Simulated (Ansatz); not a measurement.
A relaxation computed with Ansatz, from input to last step.

```yaml
crystal:
  lattice:
    - [4.286037792, 0.0, 0.0]
    - [0.0, 4.286037792, 0.0]
    - [0.0, 0.0, 6.1702448901]
  atoms:
    - { symbol: Ga, position: [0.0, 0.0, 0.0] }
    - { symbol: Ga, position: [0.5, 0.5, 0.5] }
    - { symbol: Ge, position: [0.0, 0.5, 0.203] }
    - { symbol: Ge, position: [0.0, 0.5, 0.703] }
    - { symbol: Ge, position: [0.5, 0.0, 0.297] }
    - { symbol: Ge, position: [0.5, 0.0, 0.797] }
basis:
  ecutwfc: 420
kpoints:
  mp_grid: { grid: [4, 4, 4] }
hamiltonian:
  xc: pbe
scf:
  occupations: { method: gaussian, width: 0.1 }
  lower_state_search: "off"
output:
  forces: true
  stress: true
  eigenvalues: true
relax:
  adjacent_minimum: "off"
  f_tol: 0.04
  max_steps: 70
  cell: { stress_tol: 0.4 }
```

```bash
ansatz run input.yaml --threads 1 --pin off --max-ram 2560MiB --backend cpu --events-out ev --progress --plain --runs-dir out
```

These are results of Ansatz 0.2.0, DFT PBE, scalar-relativistic, plane waves, PAW, not measurements.

Of 5 frames 5 are shown, positions in Å and forces in eV/Å; the SCF threshold varies from step to step. Steps run on the plane waves of an earlier cell, with a Pulay correction in the pressure. The basis is chosen afresh for the last frame, the zero of the energies, and at times for earlier ones too; energy and pressure step there, also at an unchanged geometry.

```xyz
6
Lattice="4.2860 0.0000 0.0000 0.0000 4.2860 0.0000 0.0000 0.0000 6.1702" Properties=species:S:1:pos:R:3:forces:R:3 pbc="T T T" step=1 free_energy_over_end_meV_per_atom=139.94 pressure_GPa=10.38
Ga    0.0000    0.0000    0.0000    0.0000    0.0000    0.0000
Ga    2.1430    2.1430    3.0851    0.0000    0.0000    0.0000
Ge    0.0000    2.1430    1.2526    0.0000    0.0000    0.7963
Ge    0.0000    2.1430    4.3377    0.0000    0.0000    0.7963
Ge    2.1430    0.0000    1.8326    0.0000    0.0000   -0.7963
Ge    2.1430    0.0000    4.9177    0.0000    0.0000   -0.7963
6
Lattice="4.4738 0.0000 0.0000 0.0000 4.4738 0.0000 0.0000 0.0000 6.3595" Properties=species:S:1:pos:R:3:forces:R:3 pbc="T T T" step=2 free_energy_over_end_meV_per_atom=33.97 pressure_GPa=1.44
Ga    0.0000    0.0000    0.0000    0.0000    0.0000    0.0000
Ga    2.2369    2.2369    3.1797    0.0000    0.0000    0.0000
Ge    0.0000    2.2369    1.3537    0.0000    0.0000    0.4866
Ge    0.0000    2.2369    4.5335    0.0000    0.0000    0.4866
Ge    2.2369    0.0000    1.8260    0.0000    0.0000   -0.4866
Ge    2.2369    0.0000    5.0057    0.0000    0.0000   -0.4866
6
Lattice="4.5370 0.0000 0.0000 0.0000 4.5370 0.0000 0.0000 0.0000 6.2545" Properties=species:S:1:pos:R:3:forces:R:3 pbc="T T T" step=3 free_energy_over_end_meV_per_atom=1.79 pressure_GPa=0.11
Ga    0.0000    0.0000    0.0000    0.0000    0.0000    0.0000
Ga    2.2685    2.2685    3.1272    0.0000    0.0000    0.0000
Ge    0.0000    2.2685    1.4838    0.0000    0.0000    0.0802
Ge    0.0000    2.2685    4.6110    0.0000    0.0000    0.0802
Ge    2.2685    0.0000    1.6434    0.0000    0.0000   -0.0802
Ge    2.2685    0.0000    4.7707    0.0000    0.0000   -0.0802
6
Lattice="4.5298 0.0000 0.0000 0.0000 4.5298 0.0000 0.0000 0.0000 6.2765" Properties=species:S:1:pos:R:3:forces:R:3 pbc="T T T" step=4 free_energy_over_end_meV_per_atom=0.84 pressure_GPa=0.05
Ga    0.0000    0.0000    0.0000    0.0000    0.0000    0.0000
Ga    2.2649    2.2649    3.1382    0.0000    0.0000    0.0000
Ge    0.0000    2.2649    1.5211    0.0000    0.0000    0.0196
Ge    0.0000    2.2649    4.6593    0.0000    0.0000    0.0196
Ge    2.2649    0.0000    1.6171    0.0000    0.0000   -0.0196
Ge    2.2649    0.0000    4.7554    0.0000    0.0000   -0.0196
6
Lattice="4.5298 0.0000 0.0000 0.0000 4.5298 0.0000 0.0000 0.0000 6.2765" Properties=species:S:1:pos:R:3:forces:R:3 pbc="T T T" step=5 free_energy_over_end_meV_per_atom=0.00 pressure_GPa=0.10
Ga    0.0000    0.0000    0.0000    0.0000    0.0000    0.0000
Ga    2.2649    2.2649    3.1382    0.0000    0.0000    0.0000
Ge    0.0000    2.2649    1.5211    0.0000    0.0000    0.0197
Ge    0.0000    2.2649    4.6593    0.0000    0.0000    0.0197
Ge    2.2649    0.0000    1.6171    0.0000    0.0000   -0.0197
Ge    2.2649    0.0000    4.7554    0.0000    0.0000   -0.0197
```

The start puts this composition into another compound's structure type, which needn't suit it. At the end the space group is P4_2/nmc (tolerance 0.05 Å).

The run took 38 s on 1 thread of Arm Neoverse V1, on a shared host, peak memory 0.42 GiB.

The k mesh is coarse.